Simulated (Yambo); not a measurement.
Yambo run on HgI (space group I4/mmm, No. 139). The wavefunctions are norm-conserving PBEsol (Quantum ESPRESSO, 70 Ry, scalar-relativistic) ones on a 4×4×4 mesh (27 occupied bands); a = b = c = 6.8130 Å, α = β = 138.21°, γ = 60.58°.

Yambo input:

```
rim_cut
HF_and_locXC
RandQpts= 1000000
RandGvec= 1 Ry
EXXRLvcs= 70 Ry
VXCRLvcs= 280 Ry
% QPkrange
 1 | 1 | 27 | 28 |
 3 | 3 | 27 | 28 |
 6 | 6 | 27 | 28 |
 8 | 8 | 27 | 28 |
 13 | 13 | 27 | 28 |
%
```

k points by index: 1 = Γ, 3 = X, 6 = N, 8 = P, 13 = Z.

The o-*.hf file then holds:

```
#    K-point    Band    Eo [eV]    Ehf [eV]    Vxc [eV]    Vnlxc [eV]
#
    1    27    -1.027361    -4.059771    -11.04034    -14.07275
    1    28    2.857948    6.366650    -13.04948    -9.540782
    3    27    -1.020138    -3.997816    -10.84685    -13.82453
    3    28    2.577777    5.970190    -13.48894    -10.09652
    6    27    0.000000    -2.070623    -12.71943    -14.79005
    6    28    2.182488    5.650006    -12.41393    -8.946411
    8    27    -0.565263    -2.369212    -11.75251    -13.55646
    8    28    1.279173    4.400903    -12.78151    -9.659776
    13    27    -0.561099    -3.424943    -11.29991    -14.16375
    13    28    2.125581    5.297794    -13.61634    -10.44412
```
Exchange alone, without screening.

Spin-orbit coupling is not included.

Geometry relaxed with PBE+D3(BJ).
